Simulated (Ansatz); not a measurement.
Two states of La₂NiO₄

```
La Ni O
1.0
    -1.94127    1.94127    6.37355
     1.94127   -1.94127    6.37355
     1.94127    1.94127   -6.37355
La Ni O
2 1 4
Direct
  0.36180 0.36180 0.00000
  0.63820 0.63820 0.00000
  0.00000 0.00000 0.00000
  0.50000 0.00000 0.50000
  0.00000 0.50000 0.50000
  0.17500 0.17500 0.00000
  0.82500 0.82500 0.00000
```

Method: r2SCAN, with U_eff = 4.84 eV on Ni d (all-electron-ortho-atomic projectors); PAW, plane waves to 500 eV, 7×7×7 Γ-centred mesh, methfessel-paxton occupations (width 0.2391 eV) (Ansatz 0.2.0), atoms fixed.

State A: no moments (no spin polarisation). State B: Ni3 up (collinear spin).

Question: Which state is lower, and how do they differ?

Answer: State B is lower by 256.2 meV an atom at zero smearing.

```csv
state,free energy (meV/atom),largest moment in a small sphere (μB),net moment (μB/cell),gap on mesh (eV),pressure (GPa),largest force (eV/Å)
A,256.5,0.00,0.00,0.29,-4.9,1.60
B,0.0,1.71,2.00,0.40,-1.6,0.63
```

Origin: a database entry at a rescaled volume. Caveats: wide smearing; the gap is not wide against the smearing; the mesh misses a band edge that the path finds; gaps of Fe, Co and Ni magnets come out low on these datasets; an odd or shifted mesh can miss the band edges, so this level's true gap may be smaller; atoms or cell far from equilibrium.
